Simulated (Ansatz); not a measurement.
Structure relaxation, GaCuSe2

The start is a generated cell, GaCuSe2 placed in the beta-NaFeO2 structure type. A full variable-cell relaxation at zero pressure is run with r2SCAN (plane waves to 500 eV, PAW, scalar-relativistic; Ansatz, a quantum-chemistry and plane-wave program). First-step values are on the input's coarse k-mesh.

Ansatz input (later rounds restart from its end on a renewed k-mesh):
Ansatz 0.2 input:
```yaml
crystal:
  lattice:
    - [6.90796, 0, 0]
    - [0, 8.158081, 0]
    - [0, 0, 6.578648]
  atoms:
    - { symbol: Cu, position: [0.083, 0.625, 0] }
    - { symbol: Cu, position: [0.917, 0.375, 0.5] }
    - { symbol: Cu, position: [0.583, 0.875, 0] }
    - { symbol: Cu, position: [0.417, 0.125, 0.5] }
    - { symbol: Ga, position: [0.078, 0.125, 0] }
    - { symbol: Ga, position: [0.922, 0.875, 0.5] }
    - { symbol: Ga, position: [0.578, 0.375, 0] }
    - { symbol: Ga, position: [0.422, 0.625, 0.5] }
    - { symbol: Se, position: [0.068, 0.112, 0.365] }
    - { symbol: Se, position: [0.932, 0.888, 0.865] }
    - { symbol: Se, position: [0.568, 0.388, 0.365] }
    - { symbol: Se, position: [0.432, 0.612, 0.865] }
    - { symbol: Se, position: [0.095, 0.64, 0.395] }
    - { symbol: Se, position: [0.905, 0.36, 0.895] }
    - { symbol: Se, position: [0.595, 0.86, 0.395] }
    - { symbol: Se, position: [0.405, 0.14, 0.895] }
basis: { ecutwfc: 500, ecutrho_ratio: 4, xc_grid: 4, fft_grid_basis: typed }
kpoints: { mp_grid: { grid: [3, 3, 3] } }
hamiltonian:
  xc: r2scan
  dispersion: none
  pseudopotentials: { azcp: { folder: ./paw }, kind: paw }
scf: { occupations: { method: fermi_dirac, width: 0.05 } }
relax: { f_tol: 0.01, max_steps: 100, cell: { stress_tol: 0.02 } }
output: { forces: true, stress: true }
```

```yaml
largest_initial_force: 1.54 eV/Å, on Se13, Se14, Se15, Se16 (atoms numbered as listed)
outcome: The space group stays Pna2₁ (No. 33) (the run could not lower it), with 16 atoms in the primitive cell
energy_released: 0.08 eV/atom
volume_change: -5.8 %, from 23.17 to 21.83 Å³/atom
Shortest distances (start → end): "The closest pairs of elements (up to four, under 3.6 Å), start → end: Ga–Se 2.35 → 2.42 Å; Cu–Se 2.55 → 2.40 Å"
band_gap_at_the_end: 0.68 eV, direct at Γ (no spin-orbit coupling)
optimiser_moves: 6
```

It ends as:

Space group Pna2₁ (No. 33); a = 6.8003 Å, b = 7.8977 Å, c = 6.5030 Å, α = β = γ = 90.00°

| atom | site | symmetry | x | y | z |
|---|---|---|---|---|---|
| Cu | 4a | 1 | 0.0882 | 0.6253 | 0.0061 |
| Ga | 4a | 1 | 0.0786 | 0.1259 | 0.0016 |
| Se | 4a | 1 | 0.0803 | 0.1282 | 0.3766 |
| Se | 4a | 1 | 0.0847 | 0.6212 | 0.3758 |

Final values are on a 4×4×4 k-mesh of the relaxed cell. No spin polarisation in the result.

The run could not lose the symmetry of its start: the end is stationary, and may be a saddle point rather than a minimum.

The relaxed structure here is a generated cell of GaCuSe2: the first start was made by placing the elements on the sites of a structure type, and the end was not matched to a known phase here, so it may be hypothetical. Known forms of GaCuSe2 include space group No. 122.
